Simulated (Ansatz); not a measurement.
A sound run on Eu (Im-3m), free moments from the typed start (Ansatz 0.2.0, DFT, PBE, PAW with Ansatz's default frozen-core files, scalar-relativistic):

```yaml
crystal:
  lattice:
    - [-2.303, 2.303, 2.303]
    - [2.303, -2.303, 2.303]
    - [2.303, 2.303, -2.303]
  atoms:
    - { symbol: Eu, position: [0.0, 0.0, 0.0], spin: 7.0 }
magnetization:
  spin_polarized: true
kpoints:
  mp_grid: { grid: [10, 10, 10] }
scf:
  occupations: { method: fermi_dirac, width: 0.05 }
hamiltonian:
  xc: pbe
  pseudopotentials: { kind: paw }
output:
  forces: true
  stress: true
  eigenvalues: true
  populations: true
  dos: { projected: true, de: 0.1, e_range: [-8, 5] }
  write_density: true
  write_potential: true
  elf: true
  volumetric_format: npy
```

It converged in 12 iterations. Site moments (μB): Eu 7.11. Cell moment 7.41 μB. Pressure -1.58 GPa.

The input is then changed, output keys apart:

```diff
-    - { symbol: Eu, position: [0.0, 0.0, 0.0], spin: 7.0 }
-magnetization:
-  spin_polarized: true
+    - { symbol: Eu, position: [0.0, 0.0, 0.0], spin: 2.0 }
+  max_iter: 80
```

**Question.** What happens?

**Answer.** The program refused the input. The fault put in on purpose is a moment without spin polarisation; the log may name another complaint first.
```
Error: inconsistent input (magnetization.spin_polarized): false but per-atom `spin:`, `per_species`, `initial_magnetization`, `magnetic_field`, or `spin_locking` is set
```
